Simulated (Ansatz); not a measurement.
Given:

CaO (zinc blende, F-43m), a = b = c = 5.213 Å, α = β = γ = 90.00°; the cell used has 2 atoms.

This is the r²SCAN-relaxed structure.

All from the program Ansatz at the r²SCAN level (PAW), unless another level is named. Estimate the band gap.

3.76 eV (indirect).

And the HSE06 gap on the r²SCAN cell?

4.73 eV.

And the conduction-band minimum?

at Γ.

Next, the valence-band maximum?

at W.

Next, the weight of the valence-edge state by species (Voronoi cells)?

O 91 %, Ca 9 %.

The start of the workflow was typed in or built on a structure type; neither database checked (COD, Materials Project) lists it. It is not the phase usual at ambient conditions (space group No. 225). The cell was relaxed with r²SCAN under the symmetry of its start; whether a distortion lowers the energy is not shown.

Potentials: the later of the program's two PAW sets.
